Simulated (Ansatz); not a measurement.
A relaxed structure of PbSe is spoiled in several ways and relaxed again each time (noise and exchanges are one random draw each; pressure is positive under compression). Level of theory: r2SCAN (plane waves to 500 eV, PAW, scalar-relativistic; Ansatz, a program for electronic structure).

Space group Fm-3m (No. 225); a = b = c = 6.1770 Å, α = β = γ = 90.00°

```
atom  site  symmetry       x       y       z
----  ----  --------  ------  ------  ------
Se      4a      m-3m  0.0000  0.0000  0.0000
Pb      4b      m-3m  0.5000  0.5000  0.5000
```
(The calculation used a cell of 2 atoms; values per cell refer to that cell.)

```csv
change,first pressure (GPa),first V (Å³/atom),released (eV/atom),moves,outcome,final group,E − E(parent) (eV/atom)
with every coordinate shifted by Gaussian noise of σ = 0.1 Å,0.7,29.46,0.01,5,returns to the parent,I4mm (nearly Fm-3m),0.000
with every coordinate shifted by Gaussian noise of σ = 0.45 Å,28.3,29.46,1.69,7,returns to the parent,I4mm (nearly Fm-3m),0.000
"deformed by the Cartesian strain tensor (xx, yy, zz, yz, xz, xy) = (-0.080, -0.173, -0.189, -0.021, -0.050, 0.018)",[?],18.10,[?],11,[?],[?],[?]
"doubled along one cell vector, shaken by Gaussian noise of σ = 0.08 Å a coordinate",1.0,29.46,0.04,4,returns to the parent,Fm-3m,0.000
```

Q: Fill in the missing entries.

A: 
- deformed by the Cartesian strain tensor (xx, yy, zz, yz, xz, xy) = (-0.080, -0.173, -0.189, -0.021, -0.050, 0.018), first pressure (GPa): 73.5
- deformed by the Cartesian strain tensor (xx, yy, zz, yz, xz, xy) = (-0.080, -0.173, -0.189, -0.021, -0.050, 0.018), released (eV/atom): 1.89
- deformed by the Cartesian strain tensor (xx, yy, zz, yz, xz, xy) = (-0.080, -0.173, -0.189, -0.021, -0.050, 0.018), outcome: returns to the parent
- deformed by the Cartesian strain tensor (xx, yy, zz, yz, xz, xy) = (-0.080, -0.173, -0.189, -0.021, -0.050, 0.018), final group: Fm-3m
- deformed by the Cartesian strain tensor (xx, yy, zz, yz, xz, xy) = (-0.080, -0.173, -0.189, -0.021, -0.050, 0.018), E − E(parent) (eV/atom): 0.000

First-step values come from each run's starting, coarser k-mesh (7×7×7, 8×8×7, 7×4×7). Each cell has its own k-point mesh; energy differences are given only to the digits this allows. No spin polarisation in the result.
